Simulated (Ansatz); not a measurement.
Values for one crystal, relaxed and computed with the program Ansatz at the LDA level (PAW); other levels are named.

Volume per atom: 17.72 Å³
Band gap: 2.54 eV (indirect)
Pressure derivative B′: 13.5
Static dielectric constant ε0 (ions relaxed, cell fixed): 44.4 (xx = yy), 14.1 (zz)
Elastic constants (relaxed ions, GPa): C11 = 150, C12 = 79.9, C13 = 45.1, C33 = 68.1, C44 = 29.9, C66 = 68.2
Poisson's ratio: 0.28
Formation energy from the elements (no fitted shifts): -130 kJ/mol of atoms

Which compound is it?
A) GeSe, Pnma (Ge on 4c, Se on 4c)
B) BiClO, P4/nmm (Bi on 2c, Cl on 2c, O on 2a)
C) LiF, rock salt
D) LiHS, Ama2 (Li on 4a, S on 4b, H on 4b)

B, BiClO, P4/nmm (Bi on 2c, Cl on 2c, O on 2a)

The workflow started from a Materials Project entry (that database holds measured and hypothetical structures alike); the Crystallography Open Database files this formula in space group No. 129, but the cells were not matched. Whether it is the stable phase at ambient conditions was not checked. The cell was relaxed with LDA under the symmetry of its start; phonons on a q-mesh show no instability. A crystal of weakly bound layers computed without a dispersion correction: the cell and the soft elastic constants depend strongly on that. The references are the lowest solids computed at this level, not always the standard phases (solids in place of the gases). Spin–orbit coupling is left out wherever it is not named.

Potentials: the later of the program's two PAW sets.
